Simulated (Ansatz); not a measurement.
A geometry of CeO2 away from equilibrium: step 2 of the relaxation of a generated cell, CeO2 placed in the marcasite structure type. Method: r2SCAN (plane waves to 500 eV, PAW, scalar-relativistic; Ansatz, a program for electronic structure). Γ-centred k-mesh 5×4×7 on the run's cell (coarser than for final values), Fermi–Dirac smearing 0.05 eV. The plane waves were selected for a different cell earlier on the path.

```
CELL_PARAMETERS angstrom
      4.59894     0.00000     0.00000
      0.00000     5.50949     0.00000
      0.00000     0.00000     3.52727
ATOMIC_POSITIONS crystal
  Ce 0.00000 0.00000 0.00000
  Ce 0.50000 0.50000 0.50000
  O  0.23990 0.36566 0.00000
  O  0.73990 0.13434 0.50000
  O  0.26010 0.86566 0.50000
  O  0.76010 0.63434 0.00000
```
Spin-polarised start, with parallel moments on Ce.

Problem. What forces act on the atoms (eV/Å)?

Solution. 
```csv
atom,Fx,Fy,Fz
Ce1,0.00,0.00,0.00
Ce2,0.00,0.00,0.00
O3,0.84,-0.29,0.00
O4,0.84,0.29,0.00
O5,-0.84,-0.29,0.00
O6,-0.84,0.29,0.00
```

The path ends in Pnnm (No. 58) at a tolerance of 0.01 Å, P4₂/mnm (No. 136) at 0.1 Å. No spin polarisation in the result: the starting moments vanished. The d or f electrons are treated with no Hubbard U. The 4f state was not searched, so a lower electronic state may exist.

The run could not lose the symmetry of its start: the end is stationary, and may be a saddle point rather than a minimum.

The end of the path is a generated cell of CeO2: the first start was made by placing the elements on the sites of a structure type, and the end was not matched to a known phase here, so it may be hypothetical. Known forms of CeO2 include space group No. 225.
